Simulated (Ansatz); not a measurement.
Given:

SnGe3:
```yaml
crystal:
  lattice:
    - [-2.18080, 2.18080, 4.21762]
    - [2.18080, -2.18080, 4.21762]
    - [2.18080, 2.18080, -4.21762]
  atoms:
    - { symbol: Sn, position: [0.00000, 0.00000, 0.00000] }
    - { symbol: Ge, position: [0.75000, 0.25000, 0.50000] }
    - { symbol: Ge, position: [0.25000, 0.75000, 0.50000] }
    - { symbol: Ge, position: [0.50000, 0.50000, 0.00000] }
```

This is the LDA-relaxed structure.

Q: All from plane-wave PAW LDA (Ansatz code), unless another level is named. Estimate the electronic character.

A: metallic (no gap).

Q: What about the formation energy from the elements (no fitted shifts)?

A: 0.27 eV/atom.

Q: Next, the density of states at the Fermi level?

A: 0.44 states/eV per atom (mean over ±0.08 eV).

Space group I4/mmm. The workflow started from a Materials Project entry (that database holds measured and hypothetical structures alike); the Crystallography Open Database copy checked does not list it. Its standing as an ambient phase is unchecked. Symmetry was held in the LDA relaxation; phonons show weakly imaginary modes. Its formation energy is positive at this level, so the cell may be metastable or incomplete. The references are the lowest solids computed at this level, not always the standard phases. Scalar-relativistic: spin–orbit coupling is off unless named, which matters more the heavier the elements.

Potentials: the later of the program's two PAW sets.
